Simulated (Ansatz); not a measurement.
Input:

In₂Ni₃S₂:
```
In2Ni3S2
1.0
    2.68781     1.55180     4.49763
   -2.68781     1.55180     4.49763
    0.00000    -3.10361     4.49763
In Ni S
2 3 2
Direct
  0.50000   0.50000   0.50000
  0.00000   0.00000   0.00000
  0.50000   0.00000   0.00000
  0.00000   0.50000   0.00000
  0.00000   0.00000   0.50000
  0.72314   0.72314   0.72314
  0.27686   0.27686   0.27686
```

This is the r²SCAN-relaxed structure.

**Question.** All from r²SCAN in the plane-wave PAW code Ansatz, unless another level is named. Predict the electronic character.

**Answer.** metallic (no gap).

**Question.** Give the formation energy from the elements (no fitted shifts).

**Answer.** -0.49 eV/atom.

**Question.** What about the density of states at the Fermi level?

**Answer.** 0.39 states/eV per atom (mean over ±0.08 eV).

Space group R-3m. The workflow started from a Materials Project entry (that database holds measured and hypothetical structures alike); the Crystallography Open Database copy checked does not list it. Its standing as an ambient phase is unchecked. The r²SCAN relaxation kept the symmetry of its start; whether a distortion lowers the energy is not shown. No spin polarisation was allowed. The references are the lowest solids computed at this level, not always the standard phases. Spin–orbit coupling is left out wherever it is not named.

Potentials: the later of the program's two PAW sets.
